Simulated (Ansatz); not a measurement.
In the program Ansatz at the r²SCAN level (PAW), Li2MgNb4O12 in the triclinic phase (P1; Pearson symbol aP19) relaxes to a = 5.165 Å, b = 5.522 Å, c = 8.967 Å, α = 105.9°, β = 90.1°, γ = 117.7°. Its formation energy from the elements is -2.83 eV/atom, with no fitted shifts.

It is gapped at this level: 3.86 eV (indirect). The screened hybrid HSE06 puts the gap at 4.88 eV. Electrons at the band edge weigh 0.66, 1.3, 13 mₑ (principal values). The hole mass is 2.2, 3.6, 9.0 mₑ (principal values).

Born charges are Li +1.14 to +1.16, Mg +2.17, Nb +6.68 to +7.32, O -2.76 to -2.49 e. Bader charges are Li +0.91, Mg +1.76, Nb +2.85 to +2.91, O -1.34 to -1.16 e.

The start of the workflow was typed in or built on a structure type; neither database checked (COD, Materials Project) lists it. Whether it is the stable phase at ambient conditions was not checked. The r²SCAN relaxation kept the symmetry of its start; its stability against distortions is not shown here. The run is not spin-polarised. The references are the lowest solids computed at this level, not always the standard phases (solids in place of the gases). Spin–orbit coupling is left out wherever it is not named.

Potentials: the later of the program's two PAW sets.
